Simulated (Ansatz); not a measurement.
The relaxed structure here is a generated cell of Zr: the first start was made by placing the elements on the sites of a structure type, and the end was not matched to a known phase here, so it may be hypothetical. Known forms of Zr include space group No. 194.

A relaxed structure of Zr. These are PBE (plane waves to 420 eV, PAW, scalar-relativistic; Ansatz, a program for electronic structure) values and carry that method's errors.

```
CELL_PARAMETERS angstrom
      4.17133     2.40832     3.13470
     -4.17133     2.40832     3.13470
      0.00000    -4.81664     3.13470
ATOMIC_POSITIONS crystal
  Zr 0.50000 0.81906 0.18094
  Zr 0.00000 0.73621 0.26379
  Zr 0.18094 0.50000 0.81906
  Zr 0.26379 0.00000 0.73621
  Zr 0.73621 0.26379 0.00000
  Zr 0.81906 0.18094 0.50000
  Zr 0.31495 0.31495 0.31495
  Zr 0.68505 0.68505 0.68505
```

Question: Find the space group and the Wyckoff positions (tolerance 0.01 Å).

Answer: Space group R32, hexagonal axes (No. 155); a = 8.3427 Å, b = 8.3427 Å, c = 9.4041 Å, α = 90.00°, β = 90.00°, γ = 120.00°

```tsv
atom	site	symmetry	x	y	z
Zr	9e	.2	0.6809	0.6809	0.5000
Zr	9d	.2	0.2638	0.2638	0.0000
Zr	6c	3.	0.0000	0.0000	0.3150
```

Question: Give the shortest distances between elements (the closest pairs, up to four, under 3.6 Å).

Answer: Zr–Zr 2.96 Å.

| Item | Value |
|---|---|
| Volume per atom | 23.62 Å³ |
| Band gap | zero (metallic) |

No spin polarisation in the result.

It was reached from a disturbed copy of a Pm-3n (No. 223) cell, against which it lies -0.05 eV/atom.
